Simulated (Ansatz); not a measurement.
Starting cell, PdSb$_{2}$ (space group Pa-3):

```xyz
12
Lattice="6.4161 0.0000 0.0000 0.0000 6.4161 0.0000 0.0000 0.0000 6.4161" Properties=species:S:1:pos:R:3 pbc="T T T"
Sb     2.3924     2.3924     2.3924
Sb     4.0237     4.0237     4.0237
Sb     0.8157     4.0237     5.6004
Sb     5.6004     2.3924     0.8157
Sb     5.6004     0.8157     4.0237
Sb     0.8157     5.6004     2.3924
Sb     4.0237     5.6004     0.8157
Sb     2.3924     0.8157     5.6004
Pd     0.0000     0.0000     0.0000
Pd     3.2081     0.0000     3.2081
Pd     3.2081     3.2081     0.0000
Pd     0.0000     3.2081     3.2081
```

A phonon eigenvector at Γ is frozen into this cell: atom i moves by Q times the vector below, so Q is the largest atomic displacement, in Å. The cell is held. It is one choice among 3 degenerate patterns.

```
atom       x       y       z
----  ------  ------  ------
Sb1   -0.578   0.477  -0.662
Sb2    0.578  -0.477   0.662
Sb3    0.578  -0.477  -0.662
Sb4   -0.578   0.477   0.662
Sb5    0.578   0.477  -0.662
Sb6   -0.578  -0.477   0.662
Sb7   -0.578  -0.477  -0.662
Sb8    0.578   0.477   0.662
```

Atoms not listed stay in place.

Calculation: LDA (plane waves to 420 eV, PAW, scalar-relativistic; Ansatz, a first-principles code). k mesh 6×6×6 (Γ-centred), Fermi-Dirac smearing 0.05 eV. E stands for the smeared free energy. With partly filled bands, energies and forces of such displacements shift with the k mesh and the smearing. PdSb2 is run without spin polarisation. PdSb2 was relaxed with its symmetry unable to fall. Spin-orbit coupling is left out, though Sb is heavy. ΔE is measured from the undisplaced structure. The last digit holds for this mesh only.

```tsv
Q (Å)	ΔE (meV/cell)
-0.2800	3674.0
-0.2333	2579.8
-0.1867	1666.6
-0.1400	944.3
-0.0933	withheld
-0.0467	105.7
0.0000	0.0
0.0467	105.7
0.0933	withheld
0.1400	944.3
0.1867	1666.6
0.2333	2579.8
0.2800	3674.0
```

Fit an even polynomial form (powers 2, 4, 6) to the given rows and predict ΔE at Q = 0.0933.

Least squares on the 11 given rows: ΔE = (48590)·Q² + (-21830)·Q⁴ + (-2425)·Q⁶, in meV/cell with Q in Å; root-mean-square residual 0.27 meV/cell. At 0.0933 the fit gives 421.3 meV/cell; the calculation gives 421.6 meV/cell, so the interpolation is off by -0.3 (-0.1 %). The quadratic term alone would give 423.0 meV/cell.

(A displaced cell: forces are minus the slopes of the energy, force constants its curvatures, and phonons follow from these.)
